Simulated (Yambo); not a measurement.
One stored BSE kernel of dimension 1728 for BP (wurtzite, space group P6_3mc, No. 186) (Yambo, PBEsol bands; 6×6×4 mesh, 3 valence and 4 conduction bands, static screening with 24 bands and a 4 Ry block, scissor 0.84 eV, Tamm-Dancoff; broadening 0.15 eV; field along x), solved in several ways.

```csv
solver,iterations,largest change of Im ε (% of its maximum),rough time
"Haydock, threshold 2 %",5,76,within a factor of two
"Haydock, threshold 0.5 %",10,33,within a factor of two
"Haydock, threshold 0.1 %",31,5.9,within a factor of two
"Haydock, threshold 0.005 %",72,0.1,1
"SLEPc, lowest 10 states",–,no full spectrum,within a factor of two
"SLEPc, lowest 60 states",–,no full spectrum,within a factor of two
full diagonalisation,–,reference,about 9×
```

Haydock gives the spectrum without eigenstates, SLEPc the lowest states alone, full diagonalisation everything at a cost that grows as the cube of the dimension. Times include reading the kernel. Times are rough ratios from shared machines. Mesh and scissor weren't tested; the rows compare only with each other.

Geometry relaxed with PBEsol; primitive cell a = 3.1799 Å, b = 3.1799 Å, c = 5.2741 Å, α = 90.00°, β = 90.00°, γ = 120.00°.

This is not the ordinary phase of the substance; no match was found in the copy of COD used, and its stability was not checked.
